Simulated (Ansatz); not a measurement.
input.yaml (Ansatz)

```yaml
crystal:
  lattice:
    - [2.6412946795, 0.0, 0.0]
    - [-1.3206473398, 2.2874282914, 0.0]
    - [0.0, 0.0, 8.9403827389]
  atoms:
    - { symbol: Pt, position: [1.0, 0.0, 0.0], spin: 1.0 }
    - { symbol: Pt, position: [1.0, 0.0, 0.5], spin: 1.0 }
    - { symbol: Pt, position: [0.3333333333, 0.6666666667, 0.25], spin: 1.0 }
    - { symbol: Pt, position: [0.6666666667, 0.3333333333, 0.75], spin: 1.0 }
hamiltonian:
  xc: r2scan
  pseudopotentials:
    kind: paw
    azcp:
      Pt: "pseudopotentials/Pt.paw.azcp"
basis:
  ecutwfc: 500
  fft_grid_basis: typed
kpoints:
  mp_grid: { grid: [17, 17, 5], shift: [0, 0, 0] }
magnetization:
  spin_polarized: true
scf:
  occupations: { method: fermi_dirac, width: 0.05 }
output:
  stress: true
```

Output

```
Engine: ansatz 0.2.0, x86_64-unknown-linux-gnu
Pseudopotentials: kind: paw
Pseudopotential: Pt, paw, valence charge 18, recommended cutoff 500 eV (meta_gga) 
Functional definition: r2SCAN
  parameter k0 = 0.174
  parameter k1 = 0.065
  parameter a1 = 4.9479
  exchange = r2scan_x(k0 = k0, k1 = k1, a1 = a1)
  correlation = r2scan_c
Crystal: 4 atoms, lattice volume = 54.016 Å³
Basis set: ecut = 500 eV, 1377 PW (Γ), exchange–correlation on 80×80×288 points (64 copies of the dense FFT grid, shifted against one another)
Bands: 46, of which v1, the nominal top of the filled ones, is band 36 counted from 1 (35 counted from 0)
Symmetry: 24 space group operations
Space group: P63/mmc (ITA 194), of the structure as read, at distance tolerance 3.8e-5 Å
Magnetic group: BNS 194.263 (UNI 1493), of the structure as read, at distance tolerance 3.8e-5 Å
k-points: 99 of 1445
Non-local potential: Pt, projectors of the file, l = 0: 3, l = 1: 2, l = 2: 2, l = 3: 1
PAW form: soft (Blöchl's): semilocal exchange-correlation on the pseudo side does not see the compensation charge
PAW frozen core: Pt, regenerated for the run's functional (the file was generated under x = pbe(κ = 0.804, μ = 0.2195149727645171), c = pbe(β = 0.06672455060314922))
PAW one-centre angular grid: Pt, 590 points (default); XC on 160 Gauss nodes
Initial density: superposition of atomic densities (chi_scale 0.1, normalization cell)
Starting moments: Σ|m| = 4 μB on 4 of 4 sites
Initial wavefunctions: pseudopotential atomic-orbital guess
Functional: x = r2scan, c = r2scan; τ floored in thin density (d = 2e-4 eV/Å³)
iter 1 solved again at ethr=2.57e-3 eV; its pass at ethr=3.10e-3 eV (dr2=1.85e0 eV) is discarded
SCF iter   1: F=—  HF=-50146.432705 eV  |F-HF|=—  |Δ(HF+E_count)|=         —  Δρ=4.21e-2 (↑4.21e-2 ↓3.64e-2)  dr2=2.50e0  dr2_τ=2.98e-2  dr2_m=1.28e-1  M=2.423 μB ∫|m|=2.470 μB  β_m=0.76  ethr=2.57e-3  ⟨swp⟩=2.0  Hψ=49993  notcnv=0
Mixer restart at iter 1: flushing history
spin=Collinear: Kerker preconditioning applied to the charge; magnetization (m = ρ↑ − ρ↓) channel mixes plain (no charge-response kernel on spin).
SCF iter   2: F=—  HF=-50145.583211 eV  |F-HF|=—  |Δ(HF+E_count)|=   8.49e-1  Δρ=2.21e-2 (↑2.21e-2 ↓2.18e-2)  dr2=7.37e-1  dr2_τ=2.67e-2  dr2_m=1.60e-2  M=2.254 μB ∫|m|=2.369 μB  β_m=1.00  ethr=2.57e-3  ⟨swp⟩=2.0  Hψ=14889  notcnv=0  κ⁻¹=1.0e0(r=1)
...
SCF iter  24: F=—  HF=-50146.077303 eV  |F-HF|=—  |Δ(HF+E_count)|=   2.66e-9  Δρ=1.69e-6 (↑1.63e-6 ↓1.69e-6)  dr2=8.38e-11  dr2_τ=1.95e-10  dr2_m=1.35e-9  M=-0.000 μB ∫|m|=0.000 μB  β_m=1.00  ethr=1.00e-12  ⟨swp⟩=1.0  Hψ=29670  notcnv=0  κ⁻¹=6.1e-6(r=8)
SCF iter  25: F=—  HF=-50146.077303 eV  |F-HF|=—  |Δ(HF+E_count)|=   1.55e-9  Δρ=1.37e-6 (↑1.37e-6 ↓1.35e-6)  dr2=7.76e-12  dr2_τ=1.31e-10  dr2_m=9.12e-10  M=0.000 μB ∫|m|=0.000 μB  β_m=1.00  ethr=1.00e-12  ⟨swp⟩=3.0  Hψ=23957  notcnv=0  κ⁻¹=4.3e-6(r=8)
SCF iter  26: F=-50146.077303 eV  HF=-50146.077303 eV  |F-HF|=1.46e-11  |Δ(HF+E_count)|=   2.60e-9  Δρ=1.77e-7 (↑1.10e-7 ↓1.77e-7)  dr2=2.01e-11  dr2_τ=1.18e-12  dr2_m=7.06e-12  M=-0.000 μB ∫|m|=0.000 μB  ethr=1.00e-12  ⟨swp⟩=3.0  Hψ=21138  notcnv=0
SCF 1 converged in 26 iterations: F = -50146.077303 eV  dr2 = 2.01e-11
WARN: the starting moments were not kept: the SCF closed with an absolute magnetisation of 2.1e-5 μB, where they sum to 4 μB in size (4 sites). That is at most 0.1 of that sum. Measured as dr2_m measures the in/out step, that magnetisation stands 6.6e-11 eV from none, at or under the dr2_threshold of 1.0e-7 eV: it is no larger than a step whose dr2_m would equal this threshold. The system may hold no moment; this SCF shows only that its start led to no more than that. To try another start: raise the starting moments (crystal.atoms[].spin, magnetization.per_species, magnetization.initial_magnetization, or on a non-collinear deck that types none of these the spinor_matrix: blocks that start its atoms; where the total moment is fixed, keep their sum and leave initial_magnetization as it is; typed ones take the place of any that the run laid by itself, positive ones on a crystal's lanthanoids without a Hubbard term where scf.initial_density.shell_occupations: [] is typed) or, if the notice of its spin-set hold's release reads "site moments contracting" or "site moments show no strong build", lengthen the hold (scf.mixing.spin_hold: { on: { confirm: 4 } }; for m-r²SCAN on two components see the key's manual first). Each may lead to a state that holds a moment. A second SCF, from the converged charge density, with the starting moments and any scf.initial_density.shell_occupations laid on it anew, would have followed, and was not run: the deck does not ask for one (magnetization.retry_lost_moments is false, the default). To let it run, set magnetization.retry_lost_moments: true and run the deck again, where that key's refused combinations let it; where memory then withholds it, that run's warning says so.
this state was not tested for a lower state beside it, because the mixer in use, unlike msr1, does not test its closes by its own steps (another_mixer; see scf.mixing.algorithm and scf.lower_state_search)
SCF converged after 26 iterations
Magnetization: -0.0000 μB (36.0000 up, 36.0000 down)
Absolute magnetization: 0.0000 μB (∫|ρ↑−ρ↓|, with the PAW one-centre terms)
Spin contamination: 0.0000 ħ² per cell (⟨S²⟩ above its minimum at these occupations)
Per-site moments (μB) at R_I (Å): [(-6.044935958471179e-6, 1.0895340553109742), (-6.044935958494906e-6, 1.0895340553109742), (-4.010413936459675e-6, 1.0895340553109742), (-4.010413936291618e-6, 1.0895340553109742)]
Free energy (F): -50146.077303 eV
Harris-Foulkes:  -50146.077303 eV  (|F-HF|=1.46e-11)
Internal energy: -50146.031431 eV  (E = F + TS)
E sigma→0 (E₀):  -50146.054367 eV
Entropy (-TS):   -0.045872 eV (-11.468 meV/atom)
Fermi energy:    26.766726 eV
--- Per-component energies (eV) ---
  E_band       = -369.451676
  E_kinetic    = 2574.729420
  E_local      = -5282.060731  (includes V_loc(G=0)·N_el)
  E_nonlocal   = 808.967273
  E_hartree    = 1999.718293
  E_xc         = -1009.387479
  E_vxc        = -1363.114473  (∫ρ·V_xc dr)
  E_paw        = -37921.915448  (= ΣΔE_a)
  E_vpaw       = -1194.210101  (= ΣTr[D̂ρ^β])
  E_aug_tail   = 0.000569  (compensation charges beyond the density's cutoff)
  E_vtau       = 86.799756  (kinetic-family band-sum trace: ∫τ·v_τ [+ j·A + Jᵃ·Aᵃ] dr)
  E_ewald      = -11315.157351
  E_core_change = -0.925978  (= ΣΔE_core)
  E_smearing   = -0.045872  (= −TS)
  E_closure    = 0.000000  (closes the sum)
  Σ components = -50146.077303   (vs F -50146.077303, Δ=0.00e0)
--- Stress (GPa, compression-positive) ---
       50.078568      -0.000000       0.000000
        0.000000      50.078568       0.000000
        0.000000       0.000000      45.165272
  P = ⅓ Tr σ = 48.4408 GPa (484.408 kbar)
```
